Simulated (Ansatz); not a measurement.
Input, command and steps of an Ansatz relaxation.

```yaml
crystal:
  lattice:
    - [-6.16717389, 4.11144926, 2.05572463]
    - [6.16717389, 4.11144926, -2.05572463]
    - [-2.05572463, -4.11144926, -6.16717389]
  atoms:
    - { symbol: Mo, position: [0.2464253461, 0.7468207769, 0.4990151014] }
    - { symbol: Mo, position: [0.7981501065, 0.5963649975, 0.3984004523] }
    - { symbol: Mo, position: [0.9047347164, 0.3060577259, 0.2050189621] }
    - { symbol: Ta, position: [0.1036448636, 0.7002025995, 0.7959165141] }
    - { symbol: Ta, position: [0.551841488, 0.8483141966, 0.8955956808] }
    - { symbol: Ta, position: [0.1483723937, 0.0471424532, 0.6982497154] }
    - { symbol: Ta, position: [0.1981146416, 0.4018600617, 0.5991824696] }
    - { symbol: Ta, position: [0.6519165623, 0.5521888563, 0.698140006] }
    - { symbol: Ta, position: [0.6977361986, 0.8979955331, 0.5947405595] }
    - { symbol: Ta, position: [0.3529360793, 0.4543890684, 0.2998387645] }
    - { symbol: Ta, position: [0.9979660644, 0.0018422197, 0.0014254729] }
    - { symbol: Ta, position: [0.7484668605, 0.2501218886, 0.4948835451] }
    - { symbol: Ta, position: [0.8513200067, 0.9474625908, 0.2993812612] }
    - { symbol: Ta, position: [0.4501053974, 0.1485520139, 0.0977757626] }
    - { symbol: Ta, position: [0.495545532, 0.4986100658, 0.993567234] }
    - { symbol: W, position: [0.051223891, 0.3527302318, 0.9013825693] }
    - { symbol: W, position: [0.5988073418, 0.2003087579, 0.7974013344] }
    - { symbol: W, position: [0.3025033179, 0.0966969155, 0.402175802] }
    - { symbol: W, position: [0.398120981, 0.8011054699, 0.1970364915] }
    - { symbol: W, position: [0.9578905262, 0.6480914626, 0.101638419] }
  symmetry: { detect: false }
basis:
  ecutwfc: 420
kpoints:
  mp_grid: { grid: [2, 2, 2], shift: [0.5, 0.5, 0.5] }
hamiltonian:
  xc: pbe
scf:
  occupations: { method: gaussian, width: 0.1 }
  lower_state_search: "off"
output:
  forces: true
  stress: true
  eigenvalues: true
relax:
  adjacent_minimum: "off"
  f_tol: 0.04
  max_steps: 50
  cell: { stress_tol: 0.3 }
```

```bash
ansatz run input.yaml --threads 4 --pin off --max-ram 9216MiB --backend cpu --events-out ev --progress --plain --runs-dir out
```

Computed with Ansatz, DFT PBE, scalar-relativistic, plane waves, PAW.

Of 13 frames 10 are shown, positions in Å and forces in eV/Å; the SCF threshold varies from step to step. Steps run on the plane waves of an earlier cell, with a Pulay correction in the pressure. The basis is chosen afresh for the last frame, the zero of the energies, and at times for earlier ones too; energy and pressure can step there, also at an unchanged geometry. Where two frames share a geometry here, they differ by under 2 meV/atom and 0.3 GPa.

```xyz
20
Lattice="-6.1672 4.1114 2.0557 6.1672 4.1114 -2.0557 -2.0557 -4.1114 -6.1672" Properties=species:S:1:pos:R:3:forces:R:3 pbc="T T T" step=1 free_energy_over_end_meV_per_atom=422.60 pressure_GPa=6.02
Mo    2.0602    2.0320   -4.1062    0.3475    0.4963    0.1108
Mo   -2.0634    4.0955   -2.0422    0.0195    0.4393    0.2298
Mo   -4.1136    4.1352   -0.0337    0.3930    0.1617    0.4503
Ta    2.0429    0.0326   -6.1349    0.1896   -0.4294   -0.3087
Ta   -0.0127    2.0745   -6.1328    0.5625    0.4273   -0.3155
Ta   -2.0597   -2.0670   -4.0981    0.1398    0.1745   -0.0111
Ta    0.0248    0.0033   -4.1141   -0.3140   -0.2271    0.6967
Ta   -2.0502    2.0803   -4.1005   -0.5177   -0.3015   -0.1221
Ta    0.0124    4.1155   -4.0795    0.3435    0.2813   -0.2765
Ta    0.0093    2.0865   -2.0577    0.1405   -0.3267    0.0432
Ta   -6.1462    4.1048    2.0390   -0.2839    0.2308   -0.2702
Ta   -4.0907    2.0710   -2.0276   -0.3237   -0.3581   -0.1839
Ta   -0.0225    6.1647   -2.0440   -0.1452   -0.0923    0.5191
Ta   -2.0607    2.0593    0.0169   -0.0053    0.2060   -0.1211
Ta   -2.0236    0.0024   -6.1338   -0.4444    0.1669   -0.2837
W     0.0064   -2.0452   -6.1788    0.2232   -0.5062    0.0715
W    -4.0968    0.0070   -4.0985   -0.3132    0.2328   -0.1132
W    -2.0960   -0.0122   -2.0572   -0.0349   -0.0779   -0.1488
W     2.0802    4.1205   -2.0436   -0.0325   -0.2352   -0.0448
W    -2.1195    6.1850    0.0100    0.0557   -0.2624    0.0781
20
Lattice="-6.2235 4.3099 2.0647 6.2218 4.3132 -2.0762 -2.0901 -4.3024 -6.2556" Properties=species:S:1:pos:R:3:forces:R:3 pbc="T T T" step=2 free_energy_over_end_meV_per_atom=409.14 pressure_GPa=-9.35
Mo    2.1107    2.1833   -4.1540    0.0126   -0.2345   -0.0960
Mo   -2.0913    4.3431   -2.0659   -0.2822   -0.3938   -0.2705
Mo   -4.1077    4.3596   -0.0065    0.2154   -0.4037   -0.2559
Ta    2.0662   -0.0026   -6.2451   -0.2152    0.2320    0.1198
Ta    0.0384    2.2307   -6.2514    0.1966   -0.6116    0.4095
Ta   -2.0760   -2.1378   -4.1641   -0.2266   -0.1289   -0.3134
Ta   -0.0116   -0.0141   -4.0956    0.1446    0.3067   -0.0195
Ta   -2.1356    2.1569   -4.1862    0.3232    0.2275   -0.2617
Ta    0.0336    4.3486   -4.1699   -0.3358   -0.4372    0.3832
Ta    0.0193    2.1594   -2.0937    0.0748    0.2524   -0.2211
Ta   -6.2347    4.3289    2.0151   -0.1158   -0.0687   -0.0780
Ta   -4.1733    2.1393   -2.0798   -0.0691    0.3802    0.2643
Ta   -0.0438    6.4557   -2.0141    0.0160    0.0282    0.1251
Ta   -2.0851    2.1846   -0.0124    0.0166   -0.2941   -0.2139
Ta   -2.0981    0.0283   -6.2584    0.3628   -0.2188   -0.0491
W     0.0118   -2.1894   -6.2557   -0.0248    0.7303    0.0151
W    -4.1775    0.0408   -4.1839    0.2439   -0.3018   -0.0868
W    -2.1355   -0.0205   -2.1091   -0.3610    0.3506    0.2162
W     2.0963    4.2881   -2.0746    0.2508    0.2550    0.3343
W    -2.1408    6.4594    0.0051   -0.2277    0.3300   -0.0018
20
Lattice="-5.7705 4.5155 2.0154 5.7499 4.4952 -2.0367 -1.9228 -4.4843 -6.1068" Properties=species:S:1:pos:R:3:forces:R:3 pbc="T T T" step=4 free_energy_over_end_meV_per_atom=251.43 pressure_GPa=-0.20
Mo    2.0298    2.2682   -4.0372    0.0149   -0.0504   -0.2378
Mo   -1.9813    4.4896   -2.0523   -0.3066    0.1621    0.1142
Mo   -3.7068    4.4908    0.0168    0.2276    0.0457   -0.1556
Ta    1.9105    0.0123   -6.0936    0.0441    0.0041    0.1685
Ta    0.0850    2.2885   -6.0417    0.5769   -0.0989    0.1607
Ta   -1.9105   -2.2268   -4.1110   -0.0936   -0.0603    0.1646
Ta   -0.0058    0.0274   -3.9317    0.3043   -0.1357   -0.0824
Ta   -1.9940    2.2656   -4.1471   -0.4550    0.1002   -0.0226
Ta    0.0028    4.5059   -4.0454    0.0780    0.1380   -0.0056
Ta    0.0722    2.2614   -2.0707    0.4298    0.0954   -0.0642
Ta   -5.7733    4.5231    1.9164    0.1025    0.0119    0.0161
Ta   -3.9234    2.2788   -2.0338   -0.1676    0.1104   -0.0610
Ta   -0.0900    6.7555   -1.9359   -0.0840    0.1327   -0.1722
Ta   -1.9102    2.2373   -0.0618   -0.2415   -0.0639    0.1181
Ta   -1.9326    0.0358   -6.1352   -0.1170   -0.1282    0.0092
W     0.0179   -2.2170   -6.0841    0.1703   -0.1091   -0.1416
W    -3.8732    0.0406   -4.1217    0.0688   -0.0433    0.3588
W    -2.0753    0.0279   -2.0734   -0.4961   -0.0316    0.1144
W     1.9462    4.5542   -2.0067    0.2179   -0.0032   -0.2676
W    -2.0782    6.7992   -0.0082   -0.2735   -0.0757   -0.0141
20
Lattice="-5.4757 4.6498 2.0349 5.4452 4.6131 -2.0532 -1.8148 -4.6102 -6.1529" Properties=species:S:1:pos:R:3:forces:R:3 pbc="T T T" step=5 free_energy_over_end_meV_per_atom=187.94 pressure_GPa=3.42
Mo    1.9550    2.3219   -4.0664   -0.5074   -0.0768   -0.5046
Mo   -1.9057    4.6146   -2.0691    0.0420    0.2472    0.3112
Mo   -3.4704    4.6069    0.0278   -0.2061    0.1753   -0.3939
Ta    1.8115    0.0041   -6.1397    0.0334   -0.0560    0.1732
Ta    0.1154    2.3418   -6.0563    0.5538   -0.0550   -0.4638
Ta   -1.8044   -2.2853   -4.1578   -0.2999   -0.0103    0.6258
Ta   -0.0008    0.0451   -3.9275    0.3919   -0.4075   -0.5721
Ta   -1.9134    2.3260   -4.2045   -0.5159    0.1092    0.5820
Ta   -0.0048    4.6158   -4.0592    0.1242    0.3616   -0.2415
Ta    0.0909    2.3181   -2.0950    0.1121    0.2545   -0.0089
Ta   -5.4784    4.6542    1.9136    0.0160    0.0780    0.2727
Ta   -3.7458    2.3609   -2.0515    0.0719    0.0762   -0.0277
Ta   -0.1034    6.9562   -1.9274    0.2815   -0.0505   -0.5370
Ta   -1.8114    2.2875   -0.0752   -0.1428    0.1083    0.5426
Ta   -1.8313    0.0394   -6.1936   -0.1738   -0.2475    0.2099
W     0.0304   -2.2801   -6.1237    0.0384   -0.1975   -0.4787
W    -3.6665    0.0400   -4.1409    0.0916    0.0701    0.4396
W    -2.0124    0.0391   -2.0881   -0.0285   -0.1066    0.2928
W     1.8533    4.6961   -2.0227   -0.1181   -0.2084   -0.4268
W    -2.0178    6.9912   -0.0121    0.2357   -0.0642    0.2052
20
Lattice="-5.1791 4.7364 2.0972 5.1397 4.6855 -2.1138 -1.7113 -4.6886 -6.3416" Properties=species:S:1:pos:R:3:forces:R:3 pbc="T T T" step=6 free_energy_over_end_meV_per_atom=111.19 pressure_GPa=4.52
Mo    1.8379    2.3450   -4.2014   -0.9048    0.1139   -0.3660
Mo   -1.8145    4.7072   -2.1259    0.3992    0.2333    0.2587
Mo   -3.2683    4.6950    0.0115   -0.6039    0.1653   -0.1245
Ta    1.7086   -0.0083   -6.3258    0.0304   -0.0689    0.0210
Ta    0.1263    2.3785   -6.2383    0.0772    0.0981   -0.6622
Ta   -1.7125   -2.3172   -4.2735   -0.3288    0.0479    0.6335
Ta    0.0047    0.0567   -4.0518    0.1702   -0.3149   -0.8170
Ta   -1.8237    2.3647   -4.3335   -0.1365   -0.0474    0.7650
Ta   -0.0120    4.6899   -4.1819   -0.0239    0.2566   -0.2056
Ta    0.0843    2.3557   -2.1622   -0.4409    0.3966    0.2197
Ta   -5.1816    4.7320    1.9712    0.1033    0.2742    0.5632
Ta   -3.5465    2.4202   -2.1216    0.5016   -0.1235    0.0864
Ta   -0.0956    7.0839   -1.9916    0.5986   -0.2827   -0.9153
Ta   -1.7165    2.3245   -0.0658   -0.1508    0.3305    0.5731
Ta   -1.7346    0.0424   -6.3812   -0.0542   -0.3353    0.2908
W     0.0312   -2.3273   -6.3179   -0.1182   -0.2240   -0.4930
W    -3.4565    0.0476   -4.2403   -0.0844    0.0836    0.0283
W    -1.9195    0.0416   -2.1348    0.6171   -0.1818    0.2003
W     1.7477    4.7657   -2.0946   -0.3907   -0.3716   -0.2886
W    -1.9217    7.1101   -0.0133    0.7393   -0.0498    0.2323
20
Lattice="-4.8987 4.6824 2.2606 4.8753 4.6486 -2.2634 -1.6409 -4.6576 -6.8555" Properties=species:S:1:pos:R:3:forces:R:3 pbc="T T T" step=8 free_energy_over_end_meV_per_atom=18.80 pressure_GPa=-2.69
Mo    1.6575    2.3053   -4.5117    0.0089    0.3076   -0.0976
Mo   -1.6883    4.6759   -2.2764    0.2592    0.2522    0.1571
Mo   -3.2710    4.6592   -0.0103    0.3050    0.2396    0.2331
Ta    1.6192   -0.0289   -6.8060   -0.1162    0.0304   -0.2625
Ta    0.0004    2.3309   -6.8168    0.0066    0.4794    0.3756
Ta   -1.6681   -2.2773   -4.5694    0.0465   -0.0401    0.0653
Ta   -0.0047    0.0252   -4.5076   -0.2680    0.1247    0.3251
Ta   -1.6666    2.3208   -4.5511    0.0541    0.0048   -0.6311
Ta    0.0446    4.6589   -4.5301   -0.5530   -0.2355    0.1078
Ta    0.0382    2.3580   -2.2868   -0.0471   -0.1814    0.2311
Ta   -4.8855    4.7167    2.2622    0.1591   -0.1877   -0.5991
Ta   -3.2771    2.3660   -2.3259    0.1665   -0.0449    0.1708
Ta   -0.0574    6.9716   -2.2762    0.1158    0.2936    0.2886
Ta   -1.6490    2.3413    0.0142   -0.3712   -0.0062   -0.1970
Ta   -1.6776    0.0002   -6.8903    0.0727    0.1001    0.0801
W    -0.0132   -2.3255   -6.8745    0.3063   -0.1952    0.2378
W    -3.3220    0.0630   -4.6163    0.2263   -0.2075    0.2605
W    -1.7086   -0.0071   -2.2961    0.3077   -0.0434    0.1368
W     1.6559    4.6841   -2.2632    0.0086   -0.3034   -0.3103
W    -1.6534    7.0621    0.0325   -0.6877   -0.3870   -0.5721
20
Lattice="-4.8802 4.6241 2.2598 4.8660 4.5997 -2.2536 -1.6536 -4.6130 -6.8825" Properties=species:S:1:pos:R:3:forces:R:3 pbc="T T T" step=9 free_energy_over_end_meV_per_atom=5.81 pressure_GPa=-0.55
Mo    1.6403    2.2980   -4.5344   -0.0420    0.0757    0.0815
Mo   -1.6708    4.6384   -2.2738    0.0855   -0.0551    0.0251
Mo   -3.2272    4.6200   -0.0002   -0.0408    0.1399    0.0142
Ta    1.5866   -0.0342   -6.8451   -0.0089    0.0257   -0.0447
Ta    0.0009    2.3257   -6.8157   -0.0564    0.0641   -0.0033
Ta   -1.6615   -2.2650   -4.5834   -0.0204   -0.0001    0.0420
Ta   -0.0124    0.0332   -4.4992   -0.0426   -0.0558   -0.0411
Ta   -1.6832    2.2856   -4.6150    0.0374    0.0610    0.1102
Ta   -0.0066    4.5959   -4.5299   -0.0177   -0.0538    0.0531
Ta    0.0126    2.3174   -2.2742    0.1018    0.0073    0.0063
Ta   -4.8663    4.6414    2.2236    0.0598   -0.0272   -0.0791
Ta   -3.2474    2.3323   -2.3272   -0.0565    0.0222    0.0260
Ta   -0.0348    6.9102   -2.2597   -0.0101    0.0891    0.0056
Ta   -1.6637    2.3076    0.0168    0.0139    0.0800   -0.1784
Ta   -1.6641   -0.0098   -6.9064   -0.0443    0.0404    0.0212
W    -0.0051   -2.3238   -6.8713   -0.0168    0.0423   -0.0677
W    -3.2918    0.0433   -4.6034   -0.0164   -0.1388   -0.0315
W    -1.6958   -0.0055   -2.2975    0.1452   -0.0542    0.0543
W     1.6365    4.6076   -2.2847    0.0243   -0.1023    0.0933
W    -1.6932    6.9494   -0.0038   -0.0950   -0.1602   -0.0871
20
Lattice="-4.8719 4.5180 2.2192 4.8667 4.5091 -2.2170 -1.7418 -4.5139 -7.0193" Properties=species:S:1:pos:R:3:forces:R:3 pbc="T T T" step=10 free_energy_over_end_meV_per_atom=3.17 pressure_GPa=0.05
Mo    1.5928    2.2540   -4.5911    0.0914    0.0404    0.0687
Mo   -1.6930    4.5331   -2.3378   -0.0241    0.0631   -0.0180
Mo   -3.2429    4.5333   -0.0585   -0.0050   -0.0208    0.0148
Ta    1.5126   -0.0234   -6.9409    0.0309    0.0542   -0.0443
Ta   -0.0835    2.2807   -6.9384    0.0173   -0.0164    0.0694
Ta   -1.7261   -2.2226   -4.6825   -0.0082   -0.0361   -0.0485
Ta   -0.0669    0.0300   -4.5863   -0.0765   -0.0162    0.0337
Ta   -1.7343    2.2413   -4.6982   -0.0128   -0.0336   -0.1543
Ta   -0.0477    4.4981   -4.5990   -0.1172    0.0321   -0.0625
Ta   -0.0018    2.2651   -2.3121   -0.0308   -0.0694   -0.1045
Ta   -4.8563    4.5295    2.1833    0.0613    0.0326    0.0115
Ta   -3.2863    2.2793   -2.4100    0.0336   -0.0460   -0.0450
Ta   -0.0525    6.7722   -2.3026    0.0295   -0.0186    0.0226
Ta   -1.6686    2.2673   -0.0255   -0.1236   -0.0531    0.0895
Ta   -1.7508   -0.0024   -7.0418    0.0298    0.1059    0.1170
W    -0.0846   -2.2654   -6.9837    0.0447   -0.0316    0.0223
W    -3.3549    0.0334   -4.7239   -0.0220   -0.0380   -0.0579
W    -1.7145   -0.0109   -2.3521    0.0327    0.0318   -0.0086
W     1.6227    4.5057   -2.2958    0.1034    0.0506    0.0486
W    -1.6947    6.7822   -0.0308   -0.0543   -0.0310    0.0455
20
Lattice="-4.8806 4.5272 2.2552 4.8869 4.5339 -2.2497 -1.7017 -4.5363 -6.9718" Properties=species:S:1:pos:R:3:forces:R:3 pbc="T T T" step=12 free_energy_over_end_meV_per_atom=1.72 pressure_GPa=0.00
Mo    1.6308    2.2678   -4.5755    0.0182    0.0086   -0.0219
Mo   -1.6724    4.5488   -2.3126   -0.0066    0.0048   -0.0020
Mo   -3.2399    4.5431   -0.0228    0.0050    0.0023    0.0057
Ta    1.5617   -0.0197   -6.9219    0.0031    0.0067   -0.0010
Ta   -0.0321    2.2858   -6.8963   -0.0141   -0.0024    0.0157
Ta   -1.6992   -2.2372   -4.6480   -0.0013    0.0103   -0.0029
Ta   -0.0390    0.0246   -4.5582    0.0020   -0.0013    0.0037
Ta   -1.7050    2.2435   -4.6712    0.0109   -0.0017   -0.0133
Ta   -0.0156    4.5161   -4.5782   -0.0101   -0.0071   -0.0037
Ta    0.0146    2.2720   -2.3040   -0.0078   -0.0067    0.0046
Ta   -4.8622    4.5421    2.2172    0.0074   -0.0054    0.0037
Ta   -3.2648    2.2773   -2.3733    0.0026   -0.0113   -0.0186
Ta   -0.0268    6.7952   -2.2873    0.0079    0.0061   -0.0117
Ta   -1.6715    2.2718   -0.0045   -0.0101    0.0033    0.0149
Ta   -1.7052   -0.0046   -6.9892   -0.0041    0.0095   -0.0001
W    -0.0386   -2.2764   -6.9503    0.0030   -0.0003    0.0032
W    -3.3272    0.0218   -4.6752    0.0082   -0.0068   -0.0014
W    -1.6979   -0.0128   -2.3277   -0.0022   -0.0060   -0.0029
W     1.6492    4.5261   -2.2931   -0.0057    0.0083    0.0074
W    -1.6901    6.8042   -0.0138   -0.0066   -0.0109    0.0207
20
Lattice="-4.8806 4.5272 2.2552 4.8869 4.5339 -2.2497 -1.7017 -4.5363 -6.9718" Properties=species:S:1:pos:R:3:forces:R:3 pbc="T T T" step=13 free_energy_over_end_meV_per_atom=0.00 pressure_GPa=0.07
Mo    1.6308    2.2678   -4.5755    0.0184    0.0088   -0.0219
Mo   -1.6724    4.5488   -2.3126   -0.0064    0.0048   -0.0018
Mo   -3.2399    4.5431   -0.0228    0.0050    0.0020    0.0060
Ta    1.5617   -0.0197   -6.9219    0.0030    0.0064   -0.0014
Ta   -0.0321    2.2858   -6.8963   -0.0140   -0.0023    0.0159
Ta   -1.6992   -2.2372   -4.6480   -0.0012    0.0106   -0.0031
Ta   -0.0390    0.0246   -4.5582    0.0017   -0.0013    0.0036
Ta   -1.7050    2.2435   -4.6712    0.0110   -0.0020   -0.0137
Ta   -0.0156    4.5161   -4.5782   -0.0102   -0.0071   -0.0038
Ta    0.0146    2.2720   -2.3040   -0.0080   -0.0065    0.0048
Ta   -4.8622    4.5421    2.2172    0.0074   -0.0053    0.0040
Ta   -3.2648    2.2773   -2.3733    0.0027   -0.0115   -0.0189
Ta   -0.0268    6.7952   -2.2873    0.0080    0.0060   -0.0120
Ta   -1.6715    2.2718   -0.0045   -0.0104    0.0031    0.0153
Ta   -1.7052   -0.0046   -6.9892   -0.0038    0.0093    0.0001
W    -0.0386   -2.2764   -6.9503    0.0029   -0.0004    0.0030
W    -3.3272    0.0218   -4.6752    0.0083   -0.0064   -0.0017
W    -1.6979   -0.0128   -2.3277   -0.0022   -0.0060   -0.0028
W     1.6492    4.5261   -2.2931   -0.0056    0.0083    0.0071
W    -1.6901    6.8042   -0.0138   -0.0067   -0.0106    0.0213
```

It took 2.5 min on 4 threads of Arm Neoverse V1, on a shared host, peak memory 1.3 GiB.

The k mesh is coarse. Spin–orbit coupling is left out, which can shift energies with elements as heavy as these.